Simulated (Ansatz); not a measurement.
**Ru3Cl2, a known structure type with other elements, at an estimated volume**

```
Ru Cl
1.0
     3.16916    1.82971    2.54030
    -3.16916    1.82971    2.54030
     0.00000   -3.65943    2.54030
Ru Cl
3 2
Direct
  0.25000 0.75000 0.00000
  0.00000 0.25000 0.75000
  0.75000 0.00000 0.25000
  0.26000 0.26000 0.26000
  0.74000 0.74000 0.74000
```

Single point in Ansatz 0.2.0 with PBEsol, spin-orbit coupling. Cutoff 420 eV, PAW datasets, 4×4×4 Γ-centred k mesh, fermi-dirac filling (width 0.0341 eV).

The state carries no moments; the state need not be the lowest.

Task: How is the charge shared?

Result: Bader charges in e: Ru +0.32, Cl -0.47. In the mean Ru gives up most and Cl takes most.

Task: Is it stable against the elements?

Result: 0.93 eV an atom against the elements' usual phases (free molecules for gases, crystals otherwise, with no correction for O₂ or N₂), so at this geometry it isn't bound against them. Relaxing would lower it.

Task: Which atom feels the largest force, and which way?

Result: The largest is on Ru1 (and as large on other atoms): 1.02 eV/Å, components (-1.02, 0.00, 0.00). It makes 130° with the line to a nearest neighbour, Cl4 at 2.48 Å.

Task: Is there a gap?

Result: It is a metal on this mesh, though the bands barely overlap, with about 6.9 states/eV a cell as the mean within 0.25 eV of the Fermi level, mostly Ru d (87 %).

Task: Is the cell too large or too small?

Result: The pressure is -12.4 GPa (compression positive), so with the atoms held at these fractions the cell would first shrink; the forces are large, so a full relaxation may end otherwise. The principal stresses -13.4, -11.9, -11.9 GPa differ, so its shape would change too.

Origin: a known structure type with other elements, at an estimated volume, so it need not be a known compound. Caveats: correlation that this level lacks may open a gap in such a compound; the k mesh is coarse if the cell is a metal; the SCF threshold is loose for a stress.
